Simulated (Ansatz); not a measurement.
Calculated with Ansatz: ReAu$_{2}$Br$_{6}$, settings compared

Run with:

```bash
ansatz run input.yaml --threads 1 --pin off --max-ram 2560MiB --backend cpu --events-out ev --progress --plain --runs-dir out
```

Input:

```yaml
crystal:
  lattice:
    - [6.813892, 0.0, 0.0]
    - [-3.406946, 5.901009, 0.0]
    - [-3.406946, 1.967003, 5.781126]
  atoms:
    - { symbol: Re, position: [0.5, 0.5, 0.5001] }
    - { symbol: Au, position: [0.7657, 0.2343, 0.297] }
    - { symbol: Au, position: [0.2343, 0.7657, 0.703] }
    - { symbol: Br, position: [0.37217, 0.26833, 0.25641] }
    - { symbol: Br, position: [0.73167, 0.84743, 0.25641] }
    - { symbol: Br, position: [0.15257, 0.62783, 0.25641] }
    - { symbol: Br, position: [0.62783, 0.73167, 0.74359] }
    - { symbol: Br, position: [0.26833, 0.15257, 0.74359] }
    - { symbol: Br, position: [0.84743, 0.37217, 0.74359] }
  symmetry: { tolerance: 0.0003 }
kpoints:
  mp_grid: { grid: [3, 3, 3], shift: [0, 0, 0] }
magnetization:
  spin_polarized: false
scf:
  occupations: { method: fermi_dirac }
hamiltonian:
  pseudopotentials: { kind: paw }
  xc: r2scan
basis:
  ecutwfc: 500
output:
  forces: true
  stress: true
  eigenvalues: true
```

Origin of the cell: a known structure type with other elements, at an estimated volume, so it need not be a known compound.

The smearing width isn't typed, so it takes its default of 0.1 eV.

Output of this run (shortened):

```
SCF iter   1: F=—  HF=-53965.977164 eV  Δρ=8.05e-3  dr2=2.30e-1  dr2_τ=1.01e-1  defer=4
SCF iter   2: F=—  HF=-53966.039344 eV  Δρ=5.89e-3  dr2=8.39e-2  dr2_τ=1.48e-2  defer=11
SCF iter   3: F=—  HF=-53966.019971 eV  Δρ=2.06e-3  dr2=2.29e-2  dr2_τ=5.05e-4  defer=11
SCF iter   4: F=—  HF=-53966.018155 eV  Δρ=8.88e-4  dr2=4.32e-3  dr2_τ=1.14e-4  defer=11
SCF iter   5: F=—  HF=-53966.017805 eV  Δρ=2.88e-4  dr2=3.38e-4  dr2_τ=1.09e-5  defer=11
SCF iter   6: F=—  HF=-53966.017761 eV  Δρ=1.00e-4  dr2=3.91e-5  dr2_τ=2.37e-6  defer=11
SCF iter   7: F=—  HF=-53966.017651 eV  Δρ=2.85e-5  dr2=1.13e-6  dr2_τ=1.64e-7  defer=11
SCF iter   8: F=—  HF=-53966.017652 eV  Δρ=7.05e-6  dr2=1.06e-7  dr2_τ=8.68e-9  defer=11
SCF iter   9: F=-53966.017652 eV  HF=-53966.017652 eV  Δρ=1.54e-6  dr2=5.44e-9  dr2_τ=4.34e-10
SCF 1 converged in 9 iterations: F = -53966.017652 eV  dr2 = 5.44e-9
SCF converged after 9 iterations
Free energy (F): -53966.017652 eV
Harris-Foulkes:  -53966.017652 eV  (|F-HF|=1.55e-9)
Internal energy: -53965.830418 eV  (E = F + TS)
E sigma→0 (E₀):  -53965.924035 eV
Entropy (-TS):   -0.187234 eV (-20.804 meV/atom)
Fermi energy:    7.136147 eV
--- Per-component energies (eV) ---
  E_band       = -1242.190851
  E_kinetic    = 2556.678553
  E_local      = -9421.520715  (includes V_loc(G=0)·N_el)
  E_nonlocal   = 629.357755
  E_hartree    = 3746.647637
  E_xc         = -2319.151666
  E_vxc        = -1629.174508  (∫ρ·V_xc dr)
  E_paw        = -41778.783693  (= ΣΔE_a)
  E_vpaw       = -963.976475  (= ΣTr[D̂ρ^β])
  E_aug_tail   = 0.001451  (compensation charges beyond the density's cutoff)
  E_vtau       = 93.146578  (kinetic-family band-sum trace: ∫τ·v_τ [+ j·A + Jᵃ·Aᵃ] dr)
  E_ewald      = -7377.287061
  E_core_change = -1.772680  (= ΣΔE_core)
  E_smearing   = -0.187234  (= −TS)
  Σ components = -53966.017652   (vs F -53966.017652, Δ=0.00e0)
--- Forces (eV/Å), atoms counted from 1 ---
  atom   1  Re    -0.000000     0.000000     0.000000
[… 3 lines left out …]
  atom   5  Br     0.160697     0.687132    -0.303964
  atom   6  Br    -0.675422    -0.204398    -0.303964
  atom   7  Br    -0.514725     0.482734     0.303964
  atom   8  Br    -0.160697    -0.687132     0.303964
  atom   9  Br     0.675422     0.204398     0.303964
  max |Σ_I F_I| component: 8.33e-17 eV/Å
--- Stress (GPa, compression-positive) ---
        1.473727      -0.000000       0.000000
        0.000000       1.473727      -0.000000
        0.000000       0.000000       3.139892
  P = ⅓ Tr σ = 2.0291 GPa (20.291 kbar)
```

The same input was run again with these changes:

1. `scf.n_extra_bands` default → 2; `scf.initial_density.chi_scale` default → 0.1
2. `scf.mixing.algorithm` default → broyden; `scf.mixing.beta` default → 0.1; `scf.mixing.ndim` default → 16
3. `hamiltonian.hubbard` default → { sites: [{ species: Re, l: d, u_eff: 1.0 }], double_counting: fll }; `scf.mixing.preconditioner` default → kerker
4. `scf.convergence.dr2_threshold` default → 1.0e-05

```csv
run,end,SCF iterations,P (GPa),max force component (eV/Å),gap on mesh (eV),moment (μB),ΔE(σ→0) (meV/atom)
base,converged,9,2.03,0.687,–,–,0
1,converged,10,2.03,0.687,–,–,0.00
2,converged,15,2.03,0.687,–,–,0.00
3,converged,12,2.03,0.712,–,–,–
4,converged,7,2.03,0.687,–,–,0.00
```

Energies are compared only where functional, datasets, charge and starting cell are the same.

Caveats of the base run: no moments, though an odd count or open d shells may carry them; no spin-orbit coupling, though heavy elements are present; the k mesh is coarse if the cell is a metal.

Run 4: the SCF threshold is loose for forces.

Time of the base run: 21 s on 1 thread of Arm Neoverse V2 (shared host), peak memory 1.1 GiB, from the program's own first density.
